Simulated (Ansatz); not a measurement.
Relaxed Cu (fcc, Cu type):

```
Cu
1.0
    3.62881     0.00000     0.00000
    0.00000     3.62881     0.00000
    0.00000     0.00000     3.62881
Cu
4
Direct
  0.00000   0.00000   0.00000
  0.50000   0.50000   0.00000
  0.50000   0.00000   0.50000
  0.00000   0.50000   0.50000
```

In this cell atom 4 (Cu, nearest neighbour Cu at 2.566 Å; its periodic images, 3.6 Å or more away, move with it) is moved by u·(1.000, 0.000, 0.000) + v·(0.000, 1.000, 0.000); the rest is frozen.

These are PBE (plane waves to 420 eV, PAW, scalar-relativistic; Ansatz, an electronic-structure program) values and carry that method's errors. k mesh 10×10×10 (Γ-centred), Fermi-Dirac smearing 0.05 eV. Energies are smeared free energies. With partly filled bands, energies and forces of such displacements shift with the k mesh and the smearing. Fu and Fv are the components of the force on the atom. Cu is run without spin polarisation. Cu was relaxed with its symmetry unable to fall. The PAW data are Ansatz's earlier set. ΔE is measured from the undisplaced structure. Axes are in Å.

ΔE (meV/cell), with u across and v down:

```
v \ u   -0.380  -0.190  0.000  0.190  0.380
------  ------  ------  -----  -----  -----
-0.380    1231     677    505    677   1231
-0.190     677     255    122    255    677
0.000      505     122      0    122    505
0.190      677     255    122    255    677
0.380     1231     677    505    677   1231
```

Fu (eV/Å), with u across and v down:

```tsv
v \ u	-0.380	-0.190	0.000	0.190	0.380
-0.380	4.09	1.84	0.00	-1.84	-4.09
-0.190	3.08	1.42	0.00	-1.42	-3.08
0.000	2.78	1.30	0.00	-1.30	-2.78
0.190	3.08	1.42	0.00	-1.42	-3.08
0.380	4.09	1.84	0.00	-1.84	-4.09
```

Derived quantities:

| Item | Value |
|---|---|
| Principal force constants in the plane (five-point differences of the forces) | 6.7 eV/Å², isotropic |
| Centre of the map | a minimum |
| Lowest place on the grid | u = 0.000 Å, v = 0.000 Å (0 meV/cell) |
| Highest place on the grid, met at several equal points | u = -0.380 Å, v = -0.380 Å; u = 0.380 Å, v = -0.380 Å; u = -0.380 Å, v = 0.380 Å; u = 0.380 Å, v = 0.380 Å (1231 meV/cell) |

(For displaced atoms, the force is minus the slope of the energy, and its curvature is a force constant, which sets phonon frequencies.)
